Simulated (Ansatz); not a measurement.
The cell of Zr2TaGe2 is invented: random cell by space group and Wyckoff sites (P4/mmm, No. 123). The dimensions are guesses.

```yaml
crystal:
  lattice:
    - [4.63839, 0.00000, 0.00000]
    - [0.00000, 4.63839, 0.00000]
    - [0.00000, 0.00000, 4.46627]
  atoms:
    - { symbol: Zr, position: [0.00000, 0.50000, 0.00000] }
    - { symbol: Zr, position: [0.50000, 0.00000, 0.00000] }
    - { symbol: Ta, position: [0.50000, 0.50000, 0.50000] }
    - { symbol: Ge, position: [0.50000, 0.50000, 0.00000] }
    - { symbol: Ge, position: [0.00000, 0.00000, 0.00000] }
```

The calculation used DFT PBE, scalar-relativistic, plane waves, PAW (Ansatz 0.2.0). Cutoff 420 eV, Gaussian smearing, Γ-centred meshes. Cell and atoms relax first on a coarse mesh and then on a finer one. In between, the cell is made exact in the group found at 0.06 Å. In metals the finer mesh still leaves noise of several meV/atom or more. The steps can't lower the symmetry of their start. No spin polarisation.

A guess keeps its type if space group and coordination stay and the shape of the cell changes little (axis ratios within about 15 %, angles within 6°); the volume may change.

**Question.** Will the relaxed cell still be of the starting type?

**Answer.** It keeps its type. The symmetry stays P4/mmm (No. 123). The volume per atom grows by 41.4 %, from 19.2 to 27.2 Å³. The shortest distance goes from 2.23 Å (Ta–Ge) to 2.41 Å (Ta–Ge). The ratio c/a of the conventional cell changes by a factor of 0.94. Counting neighbours within 15 % of an atom's shortest distance, the start has Ge 4/6, Ta 2, Zr 4 and the end Ge 4/6, Ta 2, Zr 4.

The zero of energy is the elements' standard structures at the same level; no fitted shifts are applied.

**Question.** At what energy does it end?

**Answer.** +0.62 eV/atom. It can't be a ground state, since the elements alone are lower.

The last run used an 8×8×8 mesh for its 5-atom cell and Gaussian smearing of 0.10 eV. These runs have no spin–orbit coupling, which can matter for Ta. The cell is a metal run without spin; a magnetic state may lie lower. Symmetry constrained the relaxation, so the result can be a saddle point. Another cell of Zr2TaGe2 relaxed alike, in P-3m1, lies 0.84 eV/atom lower, so this cell isn't the stable form at this level.

In counts of neighbours, a slash parts the counts of unlike sites.
